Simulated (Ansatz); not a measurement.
V$_{3}$Si (A15, Cr3Si type)

```
CELL_PARAMETERS angstrom
      4.70139     0.00000     0.00000
      0.00000     4.70139     0.00000
      0.00000     0.00000     4.70139
ATOMIC_POSITIONS crystal
  V  0.25000 0.00000 0.50000
  V  0.75000 0.00000 0.50000
  V  0.00000 0.50000 0.25000
  V  0.00000 0.50000 0.75000
  V  0.50000 0.25000 0.00000
  V  0.50000 0.75000 0.00000
  Si 0.00000 0.00000 0.00000
  Si 0.50000 0.50000 0.50000
```

E(V) scan at fixed shape, V₀ the volume above. Symmetry pins the atoms to their sites.

These are PBE (plane waves to 420 eV, PAW, scalar-relativistic; Ansatz, a quantum-chemistry and plane-wave program) values and carry that method's errors. k mesh 10×10×10 (Γ-centred), Fermi-Dirac smearing 0.05 eV. Energies are smeared free energies. Compression counts positive. Left out: 2 of 9 points, with atoms too close for the PAW data. The PAW data are Ansatz's earlier set. V3Si is run without spin polarisation. V3Si was relaxed with its symmetry unable to fall. The zero of ΔE is the relaxed starting cell. The last digit holds for this mesh only.

| V (Å³/atom) | ΔE (meV/atom) |
|---|---|
| 12.340 | 21.2 |
| 12.665 | 5.1 |
| 12.989 | 0.0 |
| 13.314 | 4.7 |
| 13.639 | 17.9 |
| 13.964 | 38.8 |
| 14.288 | withheld |

### Question
Fit a third-order Birch-Murnaghan form (E₀, V₀, B₀, B₀′ free) to the given rows and predict ΔE at V = 14.288.

### Answer
Least squares on the 6 given rows: ΔE = E₀ + (9V₀B₀/16)·y²·[2 + (B₀′ − 4)y], y = (V₀/V)^(2/3) − 1, with V₀ = 12.990 Å³/atom, B₀ = 191.7 GPa (160.2 GPa = 1 eV/Å³; the term in eV is multiplied by 1000), B₀′ = 3.96, E₀ = 0.02 meV/atom; root-mean-square residual 0.02 meV/atom. At 14.288 the fit gives 66.3 meV/atom; the calculation gives 66.3 meV/atom, the same to the digits shown. For the pressure the fit gives -15.1 GPa against the computed -15.1 GPa.

(A scan under strain: stresses follow from slopes of the energy per volume, elastic moduli from its curvatures.)
